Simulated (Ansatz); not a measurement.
A geometry of PtSe2 away from equilibrium: step 4 of the relaxation of a randomly generated symmetric cell of PtSe2 (space group No. 160). Level of theory: r2SCAN (plane waves to 500 eV, PAW, scalar-relativistic; Ansatz, a quantum-chemistry and plane-wave program). Γ-centred k-mesh 5×5×5 on the run's cell (coarser than for final values), Fermi–Dirac smearing 0.05 eV. The plane waves were selected for a different cell earlier on the path.

```yaml
crystal:
  lattice:
    - [3.40700, 1.96703, 3.10767]
    - [-3.40700, 1.96703, 3.10767]
    - [0.00000, -3.93407, 3.10767]
  atoms:
    - { symbol: Pt, position: [0.21927, 0.21927, 0.21927] }
    - { symbol: Pt, position: [0.47882, 0.47882, 0.47882] }
    - { symbol: Se, position: [0.60495, 0.97947, 0.60495] }
    - { symbol: Se, position: [0.60495, 0.60495, 0.97947] }
    - { symbol: Se, position: [0.97947, 0.60495, 0.60495] }
    - { symbol: Se, position: [0.93444, 0.93444, 0.93444] }
```

Task: Give the Cartesian forces on all atoms (eV/Å).

Result: 
```csv
atom,Fx,Fy,Fz
Pt1,0.00,0.00,-2.59
Pt2,0.00,0.00,1.78
Se3,-4.06,2.34,-1.29
Se4,0.00,-4.69,-1.29
Se5,4.06,2.34,-1.29
Se6,0.00,0.00,4.69
```

The path ends in R3m (No. 160). No spin polarisation in the result.

The run could not lose the symmetry of its start: the end is stationary, and may be a saddle point rather than a minimum.

The end of the path is a generated cell of PtSe2: the first start was made by a random draw of sites in a space group, and the end was not matched to a known phase here, so it may be hypothetical. Known forms of PtSe2 include space group No. 164.
